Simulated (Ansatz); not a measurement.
A plane-wave DFT run in Ansatz 0.2.0 (scalar-relativistic PAW potentials unless the input names others): input and command.

```yaml
crystal:
  lattice:
    - [-1.8367994663, 1.8367994663, 1.6297608372]
    - [1.8367994663, -1.8367994663, 1.6297608372]
    - [1.8367994663, 1.8367994663, -1.6297608372]
  atoms:
    - { symbol: Mg, position: [0.0, 0.0, 0.0] }
basis:
  ecutwfc: 420
kpoints:
  mp_grid: { grid: [16, 16, 16] }
hamiltonian:
  xc: pbesol
scf:
  occupations: { method: fermi_dirac, width: 1.0 }
  max_iter: 75
output:
  forces: true
  eigenvalues: true
  stress: true
```

```bash
ansatz run input.yaml --threads 1 --pin off --max-ram 1331MiB --backend cpu --events-out ev --progress --plain --runs-dir out
```

Abridged log:
```
band count auto-derived: 12 (N_el = 10.0; filled up to band 5; 9 by the electrons, moments and atoms)
Pseudopotentials: kind: paw
Pseudopotential: Mg, paw, valence charge 10, recommended cutoff 420 eV (normal)
Functional definition: PBEsol
Crystal: 1 atom, lattice volume = 21.994 Å³
Basis set: ecut = 420 eV, 425 PW (Γ), exchange–correlation on 48×48×48 points (8 copies of the dense FFT grid, shifted against one another)
Bands: 12, of which v1, the nominal top of the filled ones, is band 5 counted from 1 (4 counted from 0)
Symmetry: 16 space group operations
Space group: I4/mmm (ITA 139), of the structure as read, at distance tolerance 2.8e-5 Å
k-points: 349 of 4096
Initial density: superposition of atomic densities (neutral atoms: chi_scale 0, normalization atom), corrected by the library's trained network
Initial wavefunctions: pseudopotential atomic-orbital guess
Functional: x = pbesol(κ = 0.804, μ = 0.12345679), c = pbesol(β = 0.046)
SCF iter   1: F=—  HF=-1912.710817 eV  |F-HF|=—  |Δ(HF+E_count)|=         —  Δρ=2.21e-3  dr2=4.11e-4  ethr=1.77e-3  ⟨swp⟩=4.9  Hψ=22495  notcnv=0
SCF iter   2: F=—  HF=-1912.710394 eV  |F-HF|=—  |Δ(HF+E_count)|=   4.23e-4  Δρ=6.57e-4  dr2=4.78e-5  ethr=4.11e-6  ⟨swp⟩=2.5  Hψ=9156  notcnv=0
SCF iter   3: F=—  HF=-1912.710378 eV  |F-HF|=—  |Δ(HF+E_count)|=   1.55e-5  Δρ=1.16e-4  dr2=2.57e-6  ethr=4.78e-7  ⟨swp⟩=2.0  Hψ=5584  notcnv=0
SCF iter   4: F=-1912.710379 eV  HF=-1912.710379 eV  |F-HF|=4.39e-8  |Δ(HF+E_count)|=   7.88e-7  Δρ=1.43e-5  dr2=2.21e-8  ethr=2.57e-8  ⟨swp⟩=1.8  Hψ=4782  notcnv=0
SCF iter   5: F=-1912.710379 eV  HF=-1912.710379 eV  |F-HF|=3.82e-11  |Δ(HF+E_count)|=   2.84e-8  Δρ=5.33e-7  dr2=6.06e-11  ethr=2.21e-10  ⟨swp⟩=2.0  Hψ=6334  notcnv=0
SCF iter   6: F=-1912.710379 eV  HF=-1912.710379 eV  |F-HF|=0.00e0  |Δ(HF+E_count)|=  3.41e-11  Δρ=6.43e-8  dr2=4.06e-13  ethr=1.00e-12  ⟨swp⟩=1.1  Hψ=12339  notcnv=0
SCF 1 converged in 6 iterations: F = -1912.710379 eV  dr2 = 4.06e-13
SCF converged after 6 iterations
Free energy (F): -1912.710379 eV
Harris-Foulkes:  -1912.710379 eV  (|F-HF|=0.00e0)
Internal energy: -1911.336400 eV  (E = F + TS)
E sigma→0 (E₀):  -1912.023389 eV
Entropy (-TS):   -1.373979 eV (-1373.979 meV/atom)
Fermi energy:    5.850714 eV
--- Forces (eV/Å), atoms counted from 1 ---
  atom   1  Mg     0.00000000     0.00000000     0.00000000
--- Stress (GPa, compression-positive) ---
        3.913498       0.000000       0.000000
        0.000000       3.913498       0.000000
        0.000000       0.000000       4.853954
  P = ⅓ Tr σ = 4.2270 GPa (42.270 kbar)
```

**Question.** What is wrong with this input?

**Answer.** The fault is a smearing of electronvolts (scf.occupations: {"method": "gaussian", "width": 0.1} → {"method": "fermi_dirac", "width": 1.0}, the first being the value of the sound run). Setting it back cures it. The run converged all the same, with an energy at zero smearing 5.48 meV/atom below the reference's, pressure 4.23 GPa, largest force 0.000 eV/Å, no gap on the mesh, so convergence alone doesn't show that an input is right. A reference run from the same start on usual settings converged with pressure 1.08 GPa, largest force 0.000 eV/Å, no gap on the mesh.